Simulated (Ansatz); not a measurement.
FeLi₂Nb₄O₁₂:
```
CELL_PARAMETERS angstrom
     -5.17689     0.00000     0.00000
     -2.58779     2.08973     8.54107
     -2.58298     4.87305     0.00000
ATOMIC_POSITIONS crystal
  Fe 0.81214 0.40141 0.97462
  Li 0.32964 0.88421 0.45546
  Li 0.08309 0.63965 0.19602
  Nb 0.25897 0.23548 0.25496
  Nb 0.74986 0.75990 0.73784
  Nb 0.50997 0.49649 0.49789
  Nb 0.99711 0.00207 0.99659
  O  0.46568 0.31328 0.37388
  O  0.96947 0.80706 0.88577
  O  0.96328 0.42596 0.25053
  O  0.44541 0.92260 0.76987
  O  0.57960 0.05208 0.14638
  O  0.09069 0.55006 0.63662
  O  0.04457 0.10703 0.58576
  O  0.53564 0.61283 0.07159
  O  0.54248 0.36800 0.83155
  O  0.03107 0.86036 0.32800
  O  0.07466 0.18632 0.01914
  O  0.60724 0.67835 0.50324
```
Starting moments (μB, in the order of the atoms Fe Li Li Nb Nb Nb Nb O O O O O O O O O O O O): 3.6 0.0 0.0 0.0 0.0 0.0 0.0 0.0 0.0 0.0 0.0 0.0 0.0 0.0 0.0 0.0 0.0 0.0 0.0.

Relaxed with r²SCAN. Independent-particle spectrum: no excitons, no local fields, no scissors shift; 0.1 eV broadening; ε₁ of the summed bands alone.

**Question.** Tabulate the dielectric function from plane-wave PAW r²SCAN (Ansatz code).

**Answer.** 

```
E (eV)  ε₁ xx  ε₂ xx  ε₁ yy  ε₂ yy  ε₁ zz  ε₂ zz
------  -----  -----  -----  -----  -----  -----
0.0      6.12   0.00   5.99   0.00   6.28   0.00
0.4      6.23   0.00   6.15   0.00   6.45   0.00
0.8      6.77   0.62   6.98   0.86   7.36   0.96
1.2      6.02   1.03   5.18   1.59   5.35   1.39
1.6      5.67   1.19   5.34   1.56   5.41   1.12
2.0      5.91   0.66   4.87   0.76   5.50   0.62
2.4      6.27   0.54   5.59   0.68   6.55   0.60
2.8      6.73   1.27   5.92   0.96   6.10   1.46
3.2      6.50   1.03   5.79   0.73   6.15   0.94
3.6      7.28   0.95   6.81   0.51   7.00   0.91
4.0      9.27   1.38   8.74   1.28   9.03   1.18
4.4     10.18   5.41   9.97   5.40  10.12   5.09
4.8      7.68   7.57   5.95   6.98   7.27   7.61
5.2      5.79   8.53   4.54   6.17   5.18   8.25
5.6      2.77   8.62   3.46   7.07   2.90   8.11
6.0      0.82   7.38   1.50   6.09   1.07   6.84
6.4      0.00   5.45   0.94   4.88   0.38   5.09
6.8     -0.06   4.02   0.59   3.81   0.34   4.04
7.2      0.47   2.98   1.01   2.79   0.59   2.90
7.6      1.25   2.11   1.68   2.18   1.45   2.23
8.0      2.81   2.22   2.99   2.37   2.86   2.35
8.4      3.40   3.61   3.40   3.77   3.45   3.63
8.8      2.31   5.29   2.39   4.76   2.26   4.94
9.2      0.66   4.87   1.10   4.78   0.94   5.03
9.6      0.15   4.07   0.49   4.15   0.21   4.11
10.0     0.21   3.52   0.24   3.71   0.15   3.63
10.4     0.00   3.18  -0.04   3.43  -0.07   3.25
10.8    -0.02   2.97  -0.37   2.87  -0.18   3.02
11.2    -0.14   2.72  -0.22   2.36  -0.07   2.54
11.6    -0.17   2.38  -0.09   2.06  -0.13   2.33
12.0    -0.06   2.03   0.11   1.75  -0.05   2.01
```

**Question.** From ε at 2.2 eV (xx: 6.02 + 0.70i), find n, k, the normal reflectivity and the absorption coefficient.

**Answer.** n = 2.46, k = 0.142, R = 18 %, α = 2kE/ħc = 32000 cm⁻¹.

With all bands, ε∞ without local fields is 6.30 (xx), 6.18 (yy), 6.47 (zz).

Space group P1. The start of the workflow was typed in or built on a structure type; neither database checked (COD, Materials Project) lists it. Its standing as an ambient phase is unchecked. The r²SCAN relaxation kept the symmetry of its start; whether a distortion lowers the energy is not shown. Magnetic state: ferromagnetic, the only order run, not a proven ground state. Other orbital occupations within this spin state were not tried. No Hubbard U is applied. Spin–orbit coupling is left out wherever it is not named.

Potentials: the later of the program's two PAW sets.
